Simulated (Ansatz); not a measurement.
GeSe in space group Pnma (No. 62; Ge on 4c, Se on 4c) at seven volumes, the program Ansatz at the LDA level (PAW), shape and atoms relaxed at each. One row is withheld.

```json
[
 {"V (Å³/atom)": "19.466", "P (GPa)": "5.22"},
 {"V (Å³/atom)": "20.108", "P (GPa)": "3.08"},
 {"V (Å³/atom)": "20.750", "P (GPa)": "1.37"},
 {"V (Å³/atom)": "21.392", "P (GPa)": "0.00"},
 {"V (Å³/atom)": "22.033", "P (GPa)": "-1.09"},
 {"V (Å³/atom)": "22.675", "P (GPa)": "?"},
 {"V (Å³/atom)": "23.317", "P (GPa)": "-2.48"}
]
```

Problem. Fit the shown pressures and predict the withheld one.

Solution. Third-order Birch–Murnaghan: P = (3/2)B₀(x^(7/2) − x^(5/2))[1 + (3/4)(B′ − 4)(x − 1)] with x = (V₀/V)^(2/3). Least squares on the six rows gives V₀ = 21.392 Å³/atom, B₀ = 39.73 GPa, B′ = 7.20. At V = 22.675, x = 0.9619 and P = -1.87 GPa. The run itself gave -1.88 GPa.

The LDA relaxation kept the symmetry of its start. A crystal of weakly bound layers computed without a dispersion correction: the cell and the soft elastic constants depend strongly on that.

Potentials: the earlier of the program's two PAW sets. The files were generated under PBE; for other functionals the program regenerates the frozen cores, and for LDA and PBEsol the local potential too.
